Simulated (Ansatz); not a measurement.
# Computed frozen-phonon scan: Cd (hcp, Mg type)

Cd (hcp, Mg type)

```
CELL_PARAMETERS angstrom
      6.03211     0.00000     0.00000
     -1.50803     2.61198     0.00000
      0.00000     0.00000     5.81912
ATOMIC_POSITIONS crystal
  Cd 0.16667 0.66667 0.75000
  Cd 0.66667 0.66667 0.75000
  Cd 0.33333 0.33333 0.25000
  Cd 0.83333 0.33333 0.25000
```

A phonon eigenvector at M = (0.5, 0.0, 0.0) is frozen into this cell: atom i moves by Q times the vector below, so Q is the largest atomic displacement, in Å. The cell is held. (q is in reciprocal vectors of the primitive cell; the cell shown is doubled to hold the pattern.)

```
atom       x       y      z
----  ------  ------  -----
Cd1    0.500  -0.866  0.000
Cd2   -0.500   0.866  0.000
Cd3   -0.500   0.866  0.000
Cd4    0.500  -0.866  0.000
```

Calculation: PBE (plane waves to 420 eV, PAW, scalar-relativistic; Ansatz, a first-principles code). k mesh 9×18×8 (Γ-centred), Fermi-Dirac smearing 0.05 eV. Energies are smeared free energies. Stress and pressure are positive under compression. With partly filled bands, energies and forces of such displacements shift with the k mesh and the smearing. Cd was relaxed with its symmetry unable to fall. The relaxed volume of Cd is well above the measured one; the method has no dispersion term. ΔE is measured from the undisplaced structure.

```json
[
 {"Q (Å)": "-0.180", "ΔE (meV/cell)": "123", "−dE/dQ from forces (eV/Å)": "1.307", "P (GPa)": "1.1"},
 {"Q (Å)": "-0.150", "ΔE (meV/cell)": "87", "−dE/dQ from forces (eV/Å)": "1.119", "P (GPa)": "0.8"},
 {"Q (Å)": "-0.120", "ΔE (meV/cell)": "56", "−dE/dQ from forces (eV/Å)": "0.916", "P (GPa)": "0.5"},
 {"Q (Å)": "-0.090", "ΔE (meV/cell)": "32", "−dE/dQ from forces (eV/Å)": "0.699", "P (GPa)": "0.3"},
 {"Q (Å)": "-0.060", "ΔE (meV/cell)": "14", "−dE/dQ from forces (eV/Å)": "0.472", "P (GPa)": "0.1"},
 {"Q (Å)": "-0.030", "ΔE (meV/cell)": "4", "−dE/dQ from forces (eV/Å)": "0.238", "P (GPa)": "0.0"},
 {"Q (Å)": "0.000", "ΔE (meV/cell)": "0", "−dE/dQ from forces (eV/Å)": "0.000", "P (GPa)": "0.0"},
 {"Q (Å)": "0.030", "ΔE (meV/cell)": "4", "−dE/dQ from forces (eV/Å)": "-0.238", "P (GPa)": "0.0"},
 {"Q (Å)": "0.060", "ΔE (meV/cell)": "14", "−dE/dQ from forces (eV/Å)": "-0.472", "P (GPa)": "0.1"},
 {"Q (Å)": "0.090", "ΔE (meV/cell)": "32", "−dE/dQ from forces (eV/Å)": "-0.699", "P (GPa)": "0.3"},
 {"Q (Å)": "0.120", "ΔE (meV/cell)": "56", "−dE/dQ from forces (eV/Å)": "-0.916", "P (GPa)": "0.5"},
 {"Q (Å)": "0.150", "ΔE (meV/cell)": "87", "−dE/dQ from forces (eV/Å)": "-1.119", "P (GPa)": "0.8"},
 {"Q (Å)": "0.180", "ΔE (meV/cell)": "123", "−dE/dQ from forces (eV/Å)": "-1.307", "P (GPa)": "1.1"}
]
```

Read from the data:

The energy at Q = 0.180 Å is 123 meV/cell. Space group of the distorted cell: Pbcm (No. 57), lowered from P6_3/mmc. Symmetry of the curve: even: the same for both signs. Shape of the curve: a single well with its minimum at or next to zero displacement. Harmonic wavenumber from the curvature (finite differences): 69 cm⁻¹. Wavenumber by perturbation theory (DFPT, on another k mesh): 69 cm⁻¹.

(For displaced atoms, the force is minus the slope of the energy, and its curvature is a force constant, which sets phonon frequencies.)
